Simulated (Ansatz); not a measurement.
## LaSe₂, relaxed from a CdCl2-type start to space group Fm-3m (read at 0.02 Å)

Method: PBEsol, scalar-relativistic; no spin polarisation; PAW, 420 eV, Γ-centred 8×8×8 mesh, 0.05 eV Gaussian smearing; code Ansatz. The datasets are Ansatz's generated set soft_2.

```xyz
3
Lattice="2.4810 1.4324 4.0627 -2.4810 1.4324 4.0627 0.0000 -2.8649 4.0627" Properties=species:S:1:pos:R:3 pbc="T T T"
La    0.0000    0.0000    0.0000
Se    0.0000    0.0000    3.0436
Se    0.0000    0.0000    9.1443
```

This is a trial structure made by placing the elements on a prototype's sites, so it needn't be the stable form.

Q: Which orbitals carry the states at the Fermi level, and how many states are there?

A: Within 0.1 eV of it: Se 4p 84 % (shares among the projected shells). The density of states at the Fermi level is about 4.2 states/eV per cell, averaged over 0.3 eV.

Density of states (tetrahedra, averaged over 0.5 eV; states/eV per cell of 3 atoms; energy in eV from the Fermi level; projections on Löwdin-orthogonalised atomic orbitals, summed over sites):

```
    E  total  La 4f  Se 4p  La 5d  La 6s  La 5p
-3.60    0.6    0.0    0.4    0.1    0.1    0.0
-3.10    2.9    0.0    2.1    0.6    0.1    0.0
-2.60    4.8    0.0    3.6    0.9    0.1    0.1
-2.10    3.1    0.1    2.5    0.4    0.1    0.1
-1.60    1.7    0.0    1.3    0.2    0.0    0.0
-1.10    2.9    0.1    2.3    0.3    0.0    0.0
-0.60    2.9    0.1    2.3    0.3    0.0    0.0
-0.10    4.6    0.2    3.8    0.5    0.0    0.0
 0.40    0.6    0.1    0.5    0.0    0.0    0.0
 0.90    0.0    0.0    0.0    0.0    0.0    0.0
 1.40    0.0    0.0    0.0    0.0    0.0    0.0
 1.90    0.0    0.0    0.0    0.0    0.0    0.0
 2.40    0.0    0.0    0.0    0.0    0.0    0.0
 2.90   14.3   11.7    0.1    2.1    0.1    0.0
 3.40   17.8   14.2    0.5    2.7    0.1    0.0
 3.90    3.9    0.9    0.4    2.4    0.0    0.0
```

With 43 valence electrons in the calculation's cell and no magnetic order, the bands, two electrons each, can't all be full or empty: band theory demands a metal. (Only strong correlation, outside this picture, could make a Mott insulator of it.) A formal count (La³⁺, Se²⁻) falls 1 electron a formula unit short of closing the anions' shells, so the anion bands keep holes, which fits the metal found.

For elements this heavy, spin–orbit coupling would shift levels and gaps; it isn't included here. Spin polarisation wasn't tried.
